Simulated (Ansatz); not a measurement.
Values for one crystal, relaxed and computed with plane-wave PAW PBE (Ansatz code); other levels are named.

| Property | Value |
|---|---|
| Volume per atom | 18.71 Å³ |
| Electronic character | metallic (no gap) |
| Gap with spin–orbit coupling | none (metallic) |
| Density of states at the Fermi level | 0.51 states/eV per atom (mean over ±0.08 eV) |
| Pressure derivative B′ | 4.8 |
| Bulk modulus (Birch–Murnaghan fit) | 124 GPa |
| Formation energy from the elements (no fitted shifts) | -0.48 eV/atom |

Which of these materials gives this?
A. SiC, P4_2/mmc (Si on 2c, C on 2e)
B. LaAs12Ru4, Im-3 (La on 2a, As on 24g, Ru on 8c)
C. GaP, P4_2/mmc (Ga on 2c, P on 2e)
D. GdN, rock salt

B, LaAs12Ru4, Im-3 (La on 2a, As on 24g, Ru on 8c)

The start of the workflow was typed in or built on a structure type; neither database checked (COD, Materials Project) lists it. Whether it is the stable phase at ambient conditions was not checked. Symmetry was held in the PBE relaxation; whether a distortion lowers the energy is not shown. The run is not spin-polarised. The references are the lowest solids computed at this level, not always the standard phases. Spin–orbit coupling is left out wherever it is not named.

Potentials: the later of the program's two PAW sets.
